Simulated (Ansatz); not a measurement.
**Phonons of YbP in the CsCl-type structure**

The computed numbers are results of PBEsol, scalar-relativistic (collinear spin) in the plane-wave PAW code Ansatz at 420 eV, Gaussian smearing of 0.15 eV. The datasets are Ansatz's generated set soft_2.

```
Yb P
1.0
     3.39383    0.00000    0.00000
     0.00000    3.39383    0.00000
     0.00000    0.00000    3.39383
Yb P
1 1
Direct
  0.00000 0.00000 0.00000
  0.50000 0.50000 0.50000
```

This is a trial structure; measured cells of the compound in the Crystallography Open Database are in space group Fm-3m (rock salt).

Moments typed, the run going on from the state of an earlier one (μB, in the order of the atoms): 0.05, 0.0.

The moments died out.

Force constants come from finite displacements in a 2×2×2 supercell (the unit cell's 10×10×10 k-mesh, folded to it); the long-range dipole term is not included. Points in reciprocal vectors of this cell: Γ = (0.000, 0.000, 0.000), X = (0.000, 0.500, 0.000), M = (0.500, 0.500, 0.000), R = (0.500, 0.500, 0.500).

Problem. Is the structure dynamically stable along this path, and where does the spectrum end?

Solution. Marginal: the lowest branch dips to 7i cm⁻¹ between Γ and X, which may be noise of the interpolation or a soft shear mode; this supercell can't settle it, and such modes are left out of the sums below. The highest frequency is 235 cm⁻¹, at M. Points that don't fit the supercell are interpolated.

Frequencies at the named points (cm⁻¹, imaginary ones negative):
```
point               ω (cm⁻¹)
    Γ      0 0 0 170 170 170
    X  30 30 108 130 130 231
    M   26 92 92 161 235 235
    R   96 96 96 175 175 175
```

Problem. What does the harmonic approximation give for the vibrational free energy, entropy and heat capacity?

Solution. Zero-point energy 23.3 meV/atom.
| T (K) | F_vib (meV/atom) | S (J/K per mole of atoms) | C_V (J/K per mole of atoms) |
| --- | --- | --- | --- |
| 100 | 14.6 | 18.6 | 18.5 |
| 200 | -12.8 | 33.1 | 22.8 |
| 300 | -52.3 | 42.6 | 23.9 |
| 400 | -100.3 | 49.6 | 24.3 |
| 500 | -154.6 | 55.0 | 24.5 |
| 600 | -214.0 | 59.5 | 24.6 |
| 700 | -277.6 | 63.3 | 24.7 |
| 800 | -345.0 | 66.6 | 24.7 |
| 900 | -415.5 | 69.5 | 24.7 |
| 1000 | -488.9 | 72.1 | 24.8 |

The highest mode, 235 cm⁻¹, is worth 340 K. At 300 K the heat capacity has reached 96 % of the classical limit 3R = 24.9 J/K per mole of atoms: a mode at k_BT already holds 92 % of its classical share, and one at 1.5 k_BT 83 %.

The crystal is a metal or nearly so; low and unstable modes depend on mesh and smearing.

Cost: 120 s on 4 threads of Arm Neoverse V1, with other jobs on the host, peak memory 1.9 GiB.

Without a U the 4f levels of Yb lie too near the Fermi level, so their share of the states there, and what hangs on it, is overstated. For elements this heavy, spin–orbit coupling would shift levels and gaps; it isn't included here.
